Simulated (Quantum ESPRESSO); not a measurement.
# Ga2MoHf2SnMg2: input and log of a self-consistent run

Computed values, not a measurement. The program is pw.x of Quantum ESPRESSO 7.5 (plane-wave density functional theory). The cell is made up: eight metal atoms on a hexagonal close-packed lattice, with elements, volume, strain and displacements drawn at random and not relaxed, so it may be unstable or far from any real phase. PseudoDojo standard norm-conserving files set the functional (PBE unless stated); there is no spin polarisation or spin-orbit coupling, the Fermi-Dirac width of 0.25 eV means electrons at about 2900 K, and the masses in the input are unused placeholders. The tin pseudopotential is less sure than most, with forces differing by about three percent from a second method on plain tin. Heavy elements are run without spin-orbit coupling, which real alloys of them have. A spin test at this wide smearing found no moment, but such smearing suppresses magnetism that the real alloy may have.

Input:

```
&control calculation='scf', pseudo_dir='./dojo.nc.sr.pbe.v0_5.standard.upf', outdir='./o', disk_io='minimal', tprnfor=.true., tstress=.true. /
&system ibrav=0, nat=8, ntyp=5, nbnd=62, ecutwfc=84.00895049, nosym=.true., tot_charge=0,
 occupations='smearing', smearing='fd', degauss=0.0183746611
/
&electrons conv_thr=1.470e-08, electron_maxstep=70, mixing_beta=0.5 /
ATOMIC_SPECIES
Ga 1.0 Ga.upf
Hf 1.0 Hf.upf
Mg 1.0 Mg.upf
Mo 1.0 Mo.upf
Sn 1.0 Sn.upf
CELL_PARAMETERS angstrom
0.0136 -0.0267 5.0261
6.2507 -0.0086 0.0174
-3.1328 5.5142 -0.0383
ATOMIC_POSITIONS angstrom
Ga -0.0511 -0.0353 0.1354
Mo -1.5137 2.8215 -0.1436
Hf 3.1097 -0.2254 -0.0592
Sn 1.6511 2.7813 -0.0328
Ga -0.0118 1.6365 2.4446
Mg -1.5118 4.4375 2.4559
Hf 3.058 1.8225 2.5828
Mg 1.3798 4.6972 2.4206
K_POINTS automatic
5 4 4 1 1 1
```

The log is shortened where brackets say so; the opening notice, blank lines, dates and the lines on written files are dropped, and the path of the files is cut. It prints rydbergs, bohrs and kilobars, and counts compression as positive stress. Its total energy is the free energy E - TS of the whole cell.

```
     Program PWSCF v.7.5
     Parallel version (MPI & OpenMP), running on       4 processor cores
     Number of MPI processes:                 4
     Threads/MPI process:                     1
     [start-up lines left out]
     bravais-lattice index     =            0
     lattice parameter (alat)  =       9.4981  a.u.
     unit-cell volume          =    1168.1097 (a.u.)^3
     number of atoms/cell      =            8
     number of atomic types    =            5
     number of electrons       =        98.00
     number of Kohn-Sham states=           62
     kinetic-energy cutoff     =      84.0090  Ry
     charge density cutoff     =     336.0358  Ry
     scf convergence threshold =      1.5E-08
     mixing beta               =       0.5000
     number of iterations used =            8  plain     mixing
     Exchange-correlation= PBE
                           (   1   4   3   4   0   0   0)
     [axes and pseudopotential details left out]
   Cartesian axes
     site n.     atom                  positions (alat units)
         1        Ga     tau(   1) = (  -0.0101667  -0.0070232   0.0269389  )
         2        Mo     tau(   2) = (  -0.3011626   0.5613597  -0.0285704  )
         3        Hf     tau(   3) = (   0.6186993  -0.0448451  -0.0117783  )
         4        Sn     tau(   4) = (   0.3284994   0.5533616  -0.0065258  )
         5        Ga     tau(   5) = (  -0.0023477   0.3255946   0.4863724  )
         6        Mg     tau(   6) = (  -0.3007845   0.8828756   0.4886207  )
         7        Hf     tau(   7) = (   0.6084132   0.3626007   0.5138684  )
         8        Mg     tau(   8) = (   0.2745221   0.9345450   0.4815975  )
     number of k points=    40  Fermi-Dirac smearing, width (Ry)=  0.0184
                       cart. coord. in units 2pi/alat
        k(    1) = (   0.1004686   0.1717160   0.1006421), wk =   0.0500000
        k(    2) = (   0.1007790   0.3997756   0.1018528), wk =   0.0500000
     [further k points left out]
     Dense  grid:   121489 G-vectors     FFT dimensions: (  60,  72,  72)
     Estimated max dynamical RAM per process >     355.98 MB
     Estimated total dynamical RAM >       1.30 GB
     Initial potential from superposition of free atoms
     starting charge      97.9864, renormalised to      98.0000
     Starting wfcs are   67 randomized atomic wfcs
     total cpu time spent up to now is        9.0 secs
     per-process dynamical memory:   255.1 Mb
     Self-consistent Calculation
     iteration #  1     ecut=    84.01 Ry     beta= 0.50
     Davidson diagonalization with overlap
     ethr =  1.00E-02,  avg # of iterations =  3.8
     Threshold (ethr) on eigenvalues was too large:
     Diagonalizing with lowered threshold
     Davidson diagonalization with overlap
     ethr =  5.62E-04,  avg # of iterations =  2.7
     total cpu time spent up to now is       45.4 secs
     total energy              =   -1066.96654899 Ry
     estimated scf accuracy    <       0.58977284 Ry
     iteration #  2     ecut=    84.01 Ry     beta= 0.50
     Davidson diagonalization with overlap
     ethr =  6.02E-04,  avg # of iterations =  3.6
     total cpu time spent up to now is       65.5 secs
     total energy              =   -1066.64399129 Ry
     estimated scf accuracy    <       7.74907414 Ry
     iteration #  3     ecut=    84.01 Ry     beta= 0.50
     Davidson diagonalization with overlap
     ethr =  6.02E-04,  avg # of iterations =  2.4
     total cpu time spent up to now is       83.2 secs
     total energy              =   -1067.21168781 Ry
     estimated scf accuracy    <       0.14122523 Ry
     iteration #  4     ecut=    84.01 Ry     beta= 0.50
     Davidson diagonalization with overlap
     ethr =  1.44E-04,  avg # of iterations =  3.0
     total cpu time spent up to now is      100.9 secs
     total energy              =   -1067.22933257 Ry
     estimated scf accuracy    <       0.04781167 Ry
     iteration #  5     ecut=    84.01 Ry     beta= 0.50
     Davidson diagonalization with overlap
     ethr =  4.88E-05,  avg # of iterations =  2.8
     total cpu time spent up to now is      117.6 secs
     total energy              =   -1067.23410331 Ry
     estimated scf accuracy    <       0.01475029 Ry
     [iterations 6 to 7 left out]
     iteration #  8     ecut=    84.01 Ry     beta= 0.50
     Davidson diagonalization with overlap
     ethr =  1.03E-07,  avg # of iterations =  3.1
     total cpu time spent up to now is      172.8 secs
     total energy              =   -1067.23656342 Ry
     estimated scf accuracy    <       0.00002022 Ry
     iteration #  9     ecut=    84.01 Ry     beta= 0.50
     Davidson diagonalization with overlap
     ethr =  2.06E-08,  avg # of iterations =  2.1
     total cpu time spent up to now is      189.8 secs
     total energy              =   -1067.23656614 Ry
     estimated scf accuracy    <       0.00000159 Ry
     iteration # 10     ecut=    84.01 Ry     beta= 0.50
     Davidson diagonalization with overlap
     ethr =  1.63E-09,  avg # of iterations =  4.5
     total cpu time spent up to now is      208.3 secs
     total energy              =   -1067.23656643 Ry
     estimated scf accuracy    <       0.00000023 Ry
     iteration # 11     ecut=    84.01 Ry     beta= 0.50
     Davidson diagonalization with overlap
     ethr =  2.35E-10,  avg # of iterations =  2.2
     total cpu time spent up to now is      225.3 secs
     total energy              =   -1067.23656647 Ry
     estimated scf accuracy    <       0.00000004 Ry
     iteration # 12     ecut=    84.01 Ry     beta= 0.50
     Davidson diagonalization with overlap
     ethr =  4.38E-11,  avg # of iterations =  2.7
     total cpu time spent up to now is      242.5 secs
     End of self-consistent calculation
     [lines on levels left out]
!    total energy              =   -1067.23656648 Ry
     estimated scf accuracy    <          2.4E-09 Ry
     smearing contrib. (-TS)   =      -0.10279480 Ry
     internal energy E=F+TS    =   -1067.13377168 Ry
     The total energy is F=E-TS. E is the sum of the following terms:
     one-electron contribution =    -424.90139762 Ry
     hartree contribution      =     255.17516468 Ry
     xc contribution           =    -236.89202469 Ry
     ewald contribution        =    -660.51551406 Ry
     convergence has been achieved in  12 iterations
     Forces acting on atoms (cartesian axes, Ry/au):
     atom    1 type  1   force =     0.01064101   -0.00356015   -0.01231992
     atom    2 type  4   force =    -0.00934093   -0.02343702   -0.00085257
     atom    3 type  2   force =    -0.02388603    0.04052112    0.00847639
     atom    4 type  5   force =    -0.01239937   -0.00457814    0.01015934
     atom    5 type  1   force =    -0.01275045    0.01535911    0.00867569
     atom    6 type  3   force =    -0.01859370    0.00027421   -0.00331615
     atom    7 type  2   force =     0.03384145   -0.00481522   -0.01568435
     atom    8 type  3   force =     0.03248803   -0.01976392    0.00486157
     Total force =     0.084805     Total SCF correction =     0.000210
     Computing stress (Cartesian axis) and pressure
          total   stress  (Ry/bohr**3)                   (kbar)     P=      -49.34
  -0.00054842  -0.00001749  -0.00005346          -80.68       -2.57       -7.86
  -0.00001749  -0.00044146  -0.00000243           -2.57      -64.94       -0.36
  -0.00005346  -0.00000243  -0.00001644           -7.86       -0.36       -2.42
     init_run     :      8.40s CPU      8.71s WALL (       1 calls)
     electrons    :    231.02s CPU    233.57s WALL (       1 calls)
     forces       :      2.43s CPU      2.44s WALL (       1 calls)
     stress       :      8.51s CPU      8.53s WALL (       1 calls)
     [timing details left out]
     PWSCF        :   4m10.69s CPU   4m13.61s WALL
     JOB DONE.
```

In other units: free energy -14520.493 eV for the cell, pressure -4.93 GPa, largest force component 1.042 eV/Å in size. The run took 255 s of wall time with four MPI processes on a shared machine (Intel Xeon, older, virtual cores), so the time is rough. A rerun of this cell at a higher cutoff and on a denser mesh moved values by no more than 0.008 eV in energy, 0.04 GPa in stress and 0.006 eV/Å in force, and a second program with other atomic files agreed on that cell to 2 % rms in force and 0.5 GPa in pressure.